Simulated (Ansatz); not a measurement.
A geometry of Cr away from equilibrium: step 2 of the relaxation of a relaxed Cr cell displaced along its unstable phonon at q = (½, 0, 0) of its primitive reciprocal cell (218i cm⁻¹), largest move 0.15 Å. These are PBE (plane waves to 420 eV, PAW, scalar-relativistic; Ansatz, a program for electronic structure) values and carry that method's errors. Γ-centred k-mesh 11×11×11 on the run's cell (coarser than for final values), Fermi–Dirac smearing 0.05 eV. The plane waves were selected for a different cell earlier on the path.

```yaml
crystal:
  lattice:
    - [0.15191, 4.98494, 4.98494]
    - [2.56843, 0.00000, 2.56843]
    - [2.56843, 2.56843, 0.00000]
  atoms:
    - { symbol: Cr, position: [0.15657, 0.22896, 0.22896] }
    - { symbol: Cr, position: [0.58049, 0.27967, 0.27967] }
    - { symbol: Cr, position: [0.96843, 0.02104, 0.02104] }
    - { symbol: Cr, position: [0.54451, 0.97033, 0.97033] }
```

Problem. Give the Cartesian forces on all atoms (eV/Å).

Solution. 
```tsv
atom	Fx	Fy	Fz
Cr1	-0.06	0.06	0.06
Cr2	1.93	-1.93	-1.93
Cr3	0.06	-0.06	-0.06
Cr4	-1.93	1.93	1.93
```

The path ends in R-3m (No. 166). No spin polarisation in the result. A magnetic state may lie lower.

The run could not lose the symmetry of its start, so the end can be a saddle point.

The end of the path is a generated cell of Cr: the first start was made by placing the elements on the sites of a structure type, and the end was not matched to a known phase here, so it may be hypothetical. Known forms of Cr include space group No. 229.
